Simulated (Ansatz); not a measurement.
A relaxed cell of YGe12 is given with its symmetry left out. The cell was found from a structure generator's guess, not taken from experiment.

Theory: DFT PBE, scalar-relativistic, plane waves, PAW in Ansatz 0.2.0. Cutoff 420 eV, Γ-centred mesh, Gaussian smearing, no spin polarisation.

```xyz
13
Lattice="6.5136 0.0000 0.0000 0.0000 6.5136 0.0000 0.0000 0.0000 7.3535" Properties=species:S:1:pos:R:3 pbc="T T T"
Y     0.0000    0.0000    3.6768
Ge    1.9875    1.9875    5.0575
Ge    4.5261    4.5261    5.0575
Ge    4.5261    1.9875    5.0575
Ge    1.9875    4.5261    5.0575
Ge    4.5261    1.9875    2.2960
Ge    1.9875    4.5261    2.2960
Ge    1.9875    1.9875    2.2960
Ge    4.5261    4.5261    2.2960
Ge    5.2603    5.2603    0.0000
Ge    1.2533    1.2533    0.0000
Ge    1.2533    5.2603    0.0000
Ge    5.2603    1.2533    0.0000
```

The zero of energy is the elements' standard structures at the same level; no fitted shifts are applied.

Q: What space group does it have?

A: P4/mmm (No. 123). Conventional cell: a = 6.514 Å, c = 7.354 Å. Y has 8 Ge at 3.13 Å; Ge on a site of symmetry m has 3 Ge at 2.52–2.54 Å, 1 Ge at 2.76 Å and 1 Y at 3.13 Å; Ge on a site of symmetry m2m is surrounded by 4 Ge at 2.51–2.52 Å.

Q: What is its formation energy per atom?

A: +0.11 eV/atom. A positive value: parting into the elements would lower its energy.

Q: Is it a metal?

A: Yes, bands cross the Fermi level on the 6×6×6 mesh.

Q: From what recipe could a structure generator have reached it?

A: One such recipe: 4-connected net of one element, guests in its cages (P4/mmm, No. 123). Other recipes can lead to the same cell.

The last run used a 6×6×6 mesh for its 13-atom cell and Gaussian smearing of 0.10 eV. Symmetry constrained the relaxation, so the result can be a saddle point.
